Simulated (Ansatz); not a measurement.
Values for one crystal, relaxed and computed with r²SCAN in the plane-wave PAW code Ansatz; other levels are named.

* **Volume per atom**: 28.84 Å³
* **Band gap**: 1.04 eV (direct)
* **Hole effective mass, band 1 of 3 at the edge**: 0.70 along [100], 3.2 along [110], 1.5 along [111] (mₑ)
* **Electron effective mass**: 0.093 mₑ (isotropic)
* **Bulk modulus (Birch–Murnaghan fit)**: 51.5 GPa
* **Hole effective mass, band 3 of 3 at the edge**: 0.099 along [100], 0.089 along [110], 0.086 along [111] (mₑ)
* **Gap with spin–orbit coupling**: 0.92 eV

### Question
Pick the material that matches.
(A) CdS, rock salt
(B) CdF2, fluorite
(C) CdSe, zinc blende
(D) CuI, zinc blende

### Answer
C, CdSe, zinc blende

Space group F-43m (zinc blende). The cell was relaxed with r²SCAN under the symmetry of its start. Scalar-relativistic: spin–orbit coupling is off unless named, which matters more the heavier the elements.

Potentials: the later of the program's two PAW sets.
